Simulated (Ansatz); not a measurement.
# AlZnInO$_{4}$, first-principles data

AlZnInO4:
```yaml
crystal:
  lattice:
    - [1.62824, 0.94006, 8.53835]
    - [-1.62824, 0.94006, 8.53835]
    - [0.00000, -1.88013, 8.53835]
  atoms:
    - { symbol: In, position: [0.99570, 0.99570, 0.99570] }
    - { symbol: Al, position: [0.21280, 0.21280, 0.21280] }
    - { symbol: Zn, position: [0.78163, 0.78163, 0.78163] }
    - { symbol: O, position: [0.13917, 0.13917, 0.13917] }
    - { symbol: O, position: [0.87950, 0.87950, 0.87950] }
    - { symbol: O, position: [0.28616, 0.28616, 0.28616] }
    - { symbol: O, position: [0.70503, 0.70503, 0.70503] }
```

Space group R3m (No. 160); conventional cell a = b = 3.256 Å, c = 25.615 Å, α = β = 90.00°, γ = 120.00°.

Method: PBEsol in the plane-wave PAW code Ansatz. The cell and atoms are relaxed at this level. Other levels are named where they apply.

**Cell and energy**

```
Quantity                                                              Value
-----------------------------------------------------  --------------------
Volume per atom                                                    11.20 Å³
Density                                                          5.74 g/cm³
Formation energy from the elements (no fitted shifts)  -198 kJ/mol of atoms
```

**Electronic structure**

```
Item                                                    Result
-----------------------  -------------------------------------
Band gap                 1.80 eV (smallest direct gap 1.81 eV)
Valence-band maximum                                      at T
Conduction-band minimum                                   at Γ
Electron effective mass                    0.25 mₑ (isotropic)
```

**Mechanics**

```
Item                                  Value
----------------------------------  -------
Bulk modulus (Birch–Murnaghan fit)  178 GPa
Pressure derivative B′                  4.4
```

**Dielectric response**

```
Property                                                                                            Result
--------------------------------------------------------  ------------------------------------------------
Electronic dielectric constant ε∞ (DFPT)                                         4.18 (xx = yy), 4.03 (zz)
Static dielectric constant ε0 (ions relaxed, cell fixed)                         9.53 (xx = yy), 11.3 (zz)
Born charges (a third of the trace)                       In +3.14, Al +2.95, Zn +2.14, O -2.09 to -2.03 e
```

**Phonons**

```
Quantity                                                             Value
--------------------------------------------------  ----------------------
Highest zone-centre frequency (without LO–TO term)                674 cm⁻¹
Zone-centre stability                               no imaginary mode at Γ
```

A made-up cell: these elements were put on the sites of a structure type; neither database checked (COD, Materials Project) lists it. Whether it is the stable phase at ambient conditions was not checked. The cell was relaxed with PBEsol under the symmetry of its start. The references are the lowest solids computed at this level, not always the standard phases (solids in place of the gases). Scalar-relativistic: spin–orbit coupling is off unless named, which matters more the heavier the elements.

Potentials: the earlier of the program's two PAW sets. The files were generated under PBE; for other functionals the program regenerates the frozen cores, and for LDA and PBEsol the local potential too.
